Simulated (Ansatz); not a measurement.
Non-collinear states of Ni (Im-3m)

```xyz
2
Lattice="0.0000 2.7674 0.0000 0.0000 0.0000 2.7674 2.7674 0.0000 0.0000" Properties=species:S:1:pos:R:3 pbc="T T T"
Ni    0.0000    0.0000    0.0000
Ni    1.3837    1.3837    1.3837
```

The source of the geometry is a structure from the Materials Project, repeated to hold the magnetic orders; atoms and cell stay fixed.

Functional, mesh and filling: LDA, 11×11×11 k mesh, Fermi–Dirac smearing of 0.05 eV. PAW means Ansatz 0.2.0 on its default frozen-core files; LAPW is all-electron LAPW in Ansatz 0.2.0. Site moments are integrated in spheres about the atoms, whose radii differ between the methods. Start moments of the first PAW run (μB): Ni1 0.5, Ni2 0.5.

The runs use spinors without spin–orbit coupling. In the held states a penalty keeps the direction of every atom that starts with a moment, the untilted ones along z, with sizes free, and the energy is taken at the target. Energies count from the run that starts parallel.

| state | ΔF PAW (meV/atom) | ΔF LAPW (meV/atom) | largest moment, PAW (μB) | size of M, PAW (μB/cell) | directions kept |
| --- | --- | --- | --- | --- | --- |
| parallel moments on spinors | 0.0 | 0.0 | 0.53 | ? | yes |
| Ni2 tilted by 30° from z and held | +4.8 | +4.7 | 0.41 | ? | yes |
| start Ni1↑ Ni2↓ on spinors | +5.1 | +5.0 | 0.00 | 0.00 | no |

Problem. What belongs in the row "parallel moments on spinors", column "size of M, PAW (μB/cell)"?

Solution. 1.03.

Problem. Give the missing entry: row "Ni2 tilted by 30° from z and held", column "size of M, PAW (μB/cell)".

Solution. 0.78.

For the state «Ni2 tilted by 30° from z and held», by PAW: Site moments (μB): Ni1 (0.00, 0.00, 0.41); Ni2 (0.20, 0.00, 0.36). Cell moment 0.78 μB.

The PAW files were made with PBE; the program remakes their cores once for the run's functional and then keeps them frozen. The Ansatz runs typed with the search for lower states off end where their start leads. These are results for the start and cell typed. The real compound can order otherwise, in a larger cell, or not at all, since semilocal functionals at zero temperature often overstate magnetism. Left out because they lost a held moment or its direction: PAW, Ni2 tilted by 60° from z and held; PAW, Ni2 tilted by 90° from z and held; PAW, Ni2 tilted by 120° from z and held; LAPW, Ni2 tilted by 120° from z and held; and 1 more.
